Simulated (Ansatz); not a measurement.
Li2O (anti-fluorite), conventional cell a = 4.6262 Å, b = 4.6262 Å, c = 4.6262 Å, α = 90.00°, β = 90.00°, γ = 90.00°. The calculation uses the primitive cell of 3 atoms, to which meshes and values per cell refer.

The volume is varied about the relaxed value V₀ at fixed cell shape. Symmetry pins the atoms to their sites.

The numbers are results of PBE (plane waves to 420 eV, PAW, scalar-relativistic; Ansatz, an electronic-structure program), not measurements. k mesh 12×12×12 (Γ-centred), Fermi-Dirac smearing 0.05 eV. E stands for the smeared free energy. Stress and pressure are positive under compression. Li2O was relaxed with its symmetry unable to fall. The zero of ΔE is the relaxed starting cell.

```
a (Å)   ΔE (meV/atom)  P (GPa)
------  -------------  -------
4.5318            8.2     5.53
4.5510            5.1     4.29
4.5700            2.8     3.12
4.5889            1.2     2.02
4.6076            0.3     0.98
4.6262            0.0     0.00
4.6446            0.3    -0.93
4.6629            1.2    -1.80
4.6811            2.5    -2.63
4.6991            4.4    -3.40
4.7169            6.7    -4.14
```

Key numbers:

Pressure at the smallest volume: 5.53 GPa
Energy cost of the largest compression: 8.2 meV/atom
Energy cost of the largest expansion: 6.7 meV/atom
Bulk modulus B₀ (third-order Birch-Murnaghan fit): 79.5 GPa
Pressure derivative B₀′ (fit): 4.1
Equilibrium volume of the fit: 8.25 Å³/atom
Pressure for 5 % compression (fit): 4.5 GPa

(Under strain, the slope of the energy per volume gives the stress and its curvature an elastic modulus.)
